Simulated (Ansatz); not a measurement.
An Ansatz (a quantum-chemistry and plane-wave program) input:

Ansatz 0.2 input:
```yaml
crystal:
  lattice:
    - [0.0, 2.1071817109, 2.1071817109]
    - [2.1071817109, 0.0, 2.1071817109]
    - [2.1071817109, 2.1071817109, 0.0]
  atoms:
    - { symbol: Mg, position: [0.0, 0.0, 0.0] }
    - { symbol: O, position: [0.5, 0.5, 0.5] }
kpoints:
  mp_grid: { grid: [10, 10, 10] }
basis: { xc_grid: 2 }
hamiltonian:
  xc: pbesol
  pseudopotentials: { kind: paw }
scf:
  occupations: { method: fixed }
output:
  optics: { e_range: [0.0, 15.0], de: 0.05, sigma: 0.1, bands: { spectra_wanted_up_to: 12 eV } }
```

Question: How many symmetry operations and irreducible k-points will the run report?

Answer: 48 operations, 47 of 1000 k-points.

Question: With a cutoff of 420 eV, how many plane waves at Γ?

Answer: 339.

It took about 12 core-seconds (a rough figure) on shared server cores.

Space group Fm-3m (rock salt). Symmetry was held in the PBEsol relaxation; phonons on a q-mesh show no instability. The volume moved by -15 % from the start of the relaxation.

Potentials: the later of the program's two PAW sets.

Ansatz is a plane-wave DFT program.
